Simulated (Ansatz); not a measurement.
AgI:
```cif
data_Ag2I2
_chemical_formula_sum 'I2 Ag2'
_space_group_name_H-M_alt 'P63mc'
_space_group_IT_number 186
_space_group_name_Hall 'P 6c -2c'
_cell_length_a 4.68528
_cell_length_b 4.68528
_cell_length_c 7.66208
_cell_angle_alpha 90.000
_cell_angle_beta 90.000
_cell_angle_gamma 120.000
loop_
_atom_site_label
_atom_site_type_symbol
_atom_site_symmetry_multiplicity
_atom_site_Wyckoff_symbol
_atom_site_fract_x
_atom_site_fract_y
_atom_site_fract_z
_atom_site_occupancy
I1 I 2 b 0.33333 0.66667 0.00245 1
Ag1 Ag 2 b 0.66667 0.33333 0.12755 1
```

Relaxed with PBE.

### Question
Give the optical modes at the zone centre with their infrared and Raman activity from DFPT, plane-wave PAW PBE (Ansatz code).

### Answer
Transverse frequencies, without the LO–TO term; a row sums one degenerate level.

```
ω (cm⁻¹)  degeneracy  IR ((D/Å)²/amu)  Raman (Å⁴/amu)  activity  symmetry
--------  ----------  ---------------  --------------  --------  --------
21                 2             0.00            0.67     Raman        E2
72                 1             0.00               0    silent        B1
89                 1             1.32              66  IR+Raman        A1
91                 2             2.48              39  IR+Raman        E1
96                 2             0.00              77     Raman        E2
109                1             0.00               0    silent        B1
```

### Question
How high does the top mode go among those that the LO–TO term moves?

### Answer
109 cm⁻¹ for q along x, 109 cm⁻¹ for q along y, 109 cm⁻¹ for q along z.

Space group P6_3mc (wurtzite). The cell was relaxed with PBE under the symmetry of its start; phonons on a q-mesh show no instability. No spin polarisation was allowed. Spin–orbit coupling is left out wherever it is not named.

Potentials: the later of the program's two PAW sets.
